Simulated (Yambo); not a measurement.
**Convergence of the G0W0 gap of CsCdF₃**

G0W0@PBEsol for CsCdF$_{3}$ (cubic perovskite, space group Pm-3m, No. 221) in Yambo. Reference settings: 2×2×2 Γ-centred k mesh, bands 9 to 278 and a 7 Ry block in the screening, 278 bands in G with the Bruneval-Gonze terminator, plasmon pole fitted at 27.2 eV. The PBEsol gap R → Γ on this mesh is 3.22 eV; G0W0 gaps are taken between the same points.

| change from the reference | G0W0 gap R → Γ (eV) | shift of the valence edge (eV) | rough Yambo cost |
|---|---|---|---|
| reference settings | 6.18 | -1.63 | 1 |
| 184 bands in W, 184 bands in G | 6.34 | -1.61 | within a factor of two |
| 3 Ry block | 6.35 | -1.84 | within a factor of two |
| pole fitted at 40 eV | 6.18 | -1.66 | – |
| no random integration | 6.04 | -1.33 | – |
| 184 bands in G, no terminator | 6.00 | -1.23 | – |

The reference isn't shown to be the converged limit. Costs are rough (shared machines), scaled to the same edge states, and given only for runs that recompute the screening.

The cell is held in this high symmetry; tilts and polar distortions were not searched.

Spin-orbit coupling is included.

Geometry of the Materials Project entry, not relaxed at this level; primitive cell a = b = c = 4.487 Å, α = β = γ = 90.00°.

The structure is a Materials Project entry; no match was found in the copy of COD used, and its stability was not checked.

A shift is the quasiparticle energy of the state minus its PBEsol energy.
